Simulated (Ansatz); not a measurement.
Zr$_{2}$SiN in space group P6_3/mmc (No. 194; Zr on 4f, Si on 2d, N on 2a) at seven volumes, plane-wave PAW PBEsol (Ansatz code), shape and atoms relaxed at each. One row is withheld.

```tsv
V (Å³/atom)	P (GPa)
13.742	19.90
14.195	12.20
14.649	5.63
15.102	0.00
15.555	?
16.008	-8.93
16.461	-12.42
```

Problem. Fit the shown pressures and predict the withheld one.

Solution. Third-order Birch–Murnaghan: P = (3/2)B₀(x^(7/2) − x^(5/2))[1 + (3/4)(B′ − 4)(x − 1)] with x = (V₀/V)^(2/3). Least squares on the six rows gives V₀ = 15.102 Å³/atom, B₀ = 172.9 GPa, B′ = 4.20. At V = 15.555, x = 0.9805 and P = -4.80 GPa. The run itself gave -4.81 GPa.

The start of the workflow was typed in or built on a structure type; neither database checked (COD, Materials Project) lists it. Whether it is the stable phase at ambient conditions was not checked. The cell was relaxed with PBEsol under the symmetry of its start; its stability against distortions is not shown here. No spin polarisation was allowed.

Potentials: the earlier of the program's two PAW sets. The files were generated under PBE; for other functionals the program regenerates the frozen cores, and for LDA and PBEsol the local potential too.
